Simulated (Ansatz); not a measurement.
## How far is PAW off for Ta?

```xyz
1
Lattice="-1.6596 1.6596 1.6348 1.6596 -1.6596 1.6348 1.6596 1.6596 -1.6348" Properties=species:S:1:pos:R:3 pbc="T T T"
Ta    0.0000    0.0000    0.0000
```

The cell comes from COD entry 1541266, which wasn't checked; take it as a given geometry. The listed cell was then made from it by scaling, straining or moving an atom.

Spin–orbit coupling is left out, though it moves levels of the heavy atoms by tenths of an eV or more.

Levels of theory: DFT, PBE, PAW with Ansatz's default frozen-core files, scalar-relativistic (Ansatz 0.2.0); DFT, PBE, all-electron PAW with datasets made for the crystal, scalar-relativistic (Ansatz 0.2.0); DFT, PBE, all-electron LAPW, scalar-relativistic (Ansatz 0.2.0).

For PAW: a Γ-centred 15×15×15 k mesh, Fermi–Dirac smearing of 0.05 eV, cutoff 420 eV, no spin polarisation. The crystal-made all-electron datasets (AE datasets) take a cutoff of 240 eV at this cell. LAPW targets a basis error of 0.25 meV/atom. The Ansatz runs share mesh, smearing and spin set-up. Plane-wave (PAW) pressures include the program's estimate of the Pulay term.

Stress and pressure are positive in compression.

The change that made this cell: z strained by -1 % at fixed volume.

Spin–orbit coupling is left out, which moves gradients at and beside heavy atoms by some per cent and at worst by a factor of two.

In a metal, gradients converge slowly with the k mesh: the values move by tens of per cent from one mesh to another, at times in sign, so only the comparison on one mesh counts.

```
                            quantity    PAW  AE datasets  LAPW
                      pressure (GPa)      ?         2.84  2.84
                     stress xx (GPa)      ?         2.27  2.27
                     stress zz (GPa)      ?         3.97  3.96
field gradient Vzz at Ta (10²¹ V/m²)  -0.91        -0.88     –
```

Question: What belongs in the row "stress zz (GPa)", column "PAW"?

Answer: 4.04.

Question: What belongs in the row "pressure (GPa)", column "PAW"?

Answer: 2.90.

Question: What belongs in the row "stress xx (GPa)", column "PAW"?

Answer: 2.34.
